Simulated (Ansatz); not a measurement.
## Computed properties of Sn

Sn:
```
CELL_PARAMETERS angstrom
      3.20789     0.00000     0.00000
     -1.60394     2.77811     0.00000
      0.00000     0.00000     3.01594
ATOMIC_POSITIONS crystal
  Sn 0.00000 0.00000 0.00000
```

Space group P6/mmm (No. 191), simple hexagonal; conventional cell a = b = 3.2079 Å, c = 3.0159 Å, α = β = 90.00°, γ = 120.00°.

Method: plane-wave PAW PBEsol (Ansatz code). Geometry: relaxed at this level of theory. Other levels are named where they apply.

Cell and energy:

```
Item                  Value
---------------  ----------
Volume per atom    26.88 Å³
Density          7.33 g/cm³
```

Electronic structure:

```
Item                                                                        Result
------------------------------------  --------------------------------------------
Electronic character                                             metallic (no gap)
Density of states at the Fermi level  0.49 states/eV per atom (mean over ±0.08 eV)
Gap with spin–orbit coupling                                       none (metallic)
```

Mechanics:

```
Item                                                                                            Result
--------------------------------------------  --------------------------------------------------------
Bulk modulus (Birch–Murnaghan fit)                                                            55.4 GPa
Pressure derivative B′                                                                             5.0
Elastic constants (relaxed ions, GPa)         C11 = 95.3, C12 = 65.1, C13 = 7.7, C33 = 145, C44 = 20.9
Mechanical stability                                            stable (all eigenvalues of C positive)
Hill bulk and shear moduli                                                           55.2 and 24.5 GPa
Young's modulus                                                                               64.1 GPa
Poisson's ratio                                                                                   0.31
Debye temperature from the elastic constants                                                     203 K
```

The start of the workflow was typed in or built on a structure type; neither database checked (COD, Materials Project) lists it. It is not the phase usual at ambient conditions (space group No. 141). Symmetry was held in the PBEsol relaxation; its stability against distortions is not shown here. As this level gives no gap, shear constants depend on the k-mesh and smearing (Fermi–Dirac, 0.1 eV here). Axis ratios of metals converge slowly with the k-mesh, so a and c are less sure than the volume. Scalar-relativistic: spin–orbit coupling is off unless named, which matters more the heavier the elements.

Potentials: the earlier of the program's two PAW sets. The files were generated under PBE; for other functionals the program regenerates the frozen cores, and for LDA and PBEsol the local potential too.
